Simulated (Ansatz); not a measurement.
Here is the system:

Be:
```
Be
1.0
    2.25654     0.00000     0.00000
   -1.12827     1.95422     0.00000
    0.00000     0.00000     3.56190
Be
2
Direct
  0.33333   0.66667   0.75000
  0.66667   0.33333   0.25000
```

This is the r²SCAN+D4-relaxed structure. Tensor components refer to the Cartesian frame of this cell.

Problem. All from DFT-r²SCAN+D4 in the program Ansatz with PAW potentials, unless another level is named. Predict the Hill bulk and shear moduli.

Solution. 126 and 170 GPa.

Problem. Predict the elastic constants (relaxed ions, GPa).

Solution. C11 = 334, C12 = 25.4, C13 = 2.9, C33 = 404, C44 = 177.

Space group P6_3/mmc (hcp (Mg type)). The cell was relaxed with r²SCAN+D4 under the symmetry of its start. The pairwise dispersion correction was not fitted to metals. As this level gives no gap, shear constants depend on the k-mesh and smearing (Fermi–Dirac, 0.1 eV here).

Potentials: the later of the program's two PAW sets.
